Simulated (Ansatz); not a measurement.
Starting cell, AlN (zinc blende):

```
AlN
1.0
    0.00000     4.40321     4.40321
    2.20161     0.00000     2.20161
    2.20161     2.20161     0.00000
N Al
2 2
Direct
  0.37500   0.75000   0.75000
  0.87500   0.75000   0.75000
  0.00000   0.00000   0.00000
  0.50000   0.00000   0.00000
```

A phonon eigenvector at L = (0.5, 0.0, 0.0) is frozen into this cell: atom i moves by Q times the vector below, so Q is the largest atomic displacement, in Å. The cell is held. It is one choice among 2 degenerate patterns. (q is in reciprocal vectors of the primitive cell; the cell shown is doubled to hold the pattern.)

| atom | x | y | z |
|---|---|---|---|
| N1 | 0.256 | -0.466 | 0.721 |
| N2 | -0.256 | 0.466 | -0.721 |
| Al3 | -0.285 | 0.520 | -0.805 |
| Al4 | 0.285 | -0.520 | 0.805 |

Computed with PBE (plane waves to 420 eV, PAW, scalar-relativistic; Ansatz, a first-principles code). k mesh 13×13×13 (Γ-centred), Fermi-Dirac smearing 0.05 eV. E stands for the smeared free energy. AlN was relaxed with its symmetry unable to fall. The zero of ΔE is the undisplaced structure.

```
Q (Å)    ΔE (meV/cell)
-------  -------------
-0.1000           71.4
-0.0833           49.6
-0.0667           31.7
-0.0500           17.9
-0.0333       withheld
-0.0167            2.0
0.0000             0.0
0.0167             2.0
0.0333        withheld
0.0500            17.9
0.0667            31.7
0.0833            49.6
0.1000            71.4
```

Problem. Fit an even polynomial form (powers 2, 4) to the given rows and predict ΔE at Q = 0.0333.

Solution. Least squares on the 11 given rows: ΔE = (7143)·Q² + (-169.4)·Q⁴, in meV/cell with Q in Å; root-mean-square residual 0.04 meV/cell. At 0.0333 the fit gives 7.9 meV/cell; the calculation gives 7.9 meV/cell, the same to the digits shown. The quadratic term alone would give 7.9 meV/cell.

(A displaced cell: forces are minus the slopes of the energy, force constants its curvatures, and phonons follow from these.)
